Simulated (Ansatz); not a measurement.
Starting cell, PbSe (rock salt):

```
CELL_PARAMETERS angstrom
      0.00000     6.21775     6.21775
      3.10888     0.00000     3.10888
      3.10888     3.10888     0.00000
ATOMIC_POSITIONS crystal
  Se 0.00000 0.00000 0.00000
  Se 0.50000 0.00000 0.00000
  Pb 0.25000 0.50000 0.50000
  Pb 0.75000 0.50000 0.50000
```

A phonon eigenvector at L = (0.5, 0.0, 0.0) is frozen into this cell: atom i moves by Q times the vector below, so Q is the largest atomic displacement, in Å. The cell is held. (q is in reciprocal vectors of the primitive cell; the cell shown is doubled to hold the pattern.)

```tsv
atom	x	y	z
Pb3	-0.577	0.577	0.577
Pb4	0.577	-0.577	-0.577
```

Atoms not listed stay in place.

These are PBE (plane waves to 420 eV, PAW, scalar-relativistic; Ansatz, a program for electronic structure) values and carry that method's errors. k mesh 9×9×9 (Γ-centred), Fermi-Dirac smearing 0.05 eV. The energy includes the smearing's −TS. PbSe was relaxed with its symmetry unable to fall. Spin-orbit coupling is left out, though Pb is heavy. ΔE is measured from the undisplaced structure.

| Q (Å) | ΔE (meV/cell) |
|---|---|
| -0.180 | 225.3 |
| -0.150 | 156.8 |
| -0.120 | withheld |
| -0.090 | 56.6 |
| -0.060 | 25.2 |
| -0.030 | 6.3 |
| 0.000 | 0.0 |
| 0.030 | 6.3 |
| 0.060 | 25.2 |
| 0.090 | 56.6 |
| 0.120 | withheld |
| 0.150 | 156.8 |
| 0.180 | 225.3 |

Task: Fit an even polynomial form (powers 2, 4) to the given rows and predict ΔE at Q = 0.120.

Result: Least squares on the 11 given rows: ΔE = (7002)·Q² + (-1480)·Q⁴, in meV/cell with Q in Å; root-mean-square residual 0.01 meV/cell. At 0.120 the fit gives 100.5 meV/cell; the calculation gives 100.5 meV/cell, the same to the digits shown. The quadratic term alone would give 100.8 meV/cell.

(A displaced cell: forces are minus the slopes of the energy, force constants its curvatures, and phonons follow from these.)
